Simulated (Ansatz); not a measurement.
With the program Ansatz at the r²SCAN level (PAW), MoPt in the CsCl type structure (Pm-3m) relaxes to a = 3.158 Å. Against the elements it lies at 0.27 eV/atom, with no fitted shifts.

Electronic character: metallic (no gap). Gap from r²SCAN with spin–orbit coupling: none (metallic).

An equation-of-state fit gives a bulk modulus of 264 GPa. The relaxed-ion elastic constants in GPa are C11 = 60.2, C12 = 366, C44 = 97.2. Bader charges are Pt -0.96, Mo +0.96 e.

The start of the workflow was typed in or built on a structure type; neither database checked (COD, Materials Project) lists it. Its standing as an ambient phase is unchecked. The cell was relaxed with r²SCAN under the symmetry of its start. At this level the phase is mechanically unstable. No spin polarisation was allowed. Its formation energy is positive at this level, so the cell may be metastable or incomplete. As this level gives no gap, shear constants depend on the k-mesh and smearing (Fermi–Dirac, 0.1 eV here). On the denser mesh and wider smearing of the elastic run this cell carries a stress of 0.3 GPa. The references are the lowest solids computed at this level, not always the standard phases. Spin–orbit coupling is left out wherever it is not named.

Potentials: the earlier of the program's two PAW sets.
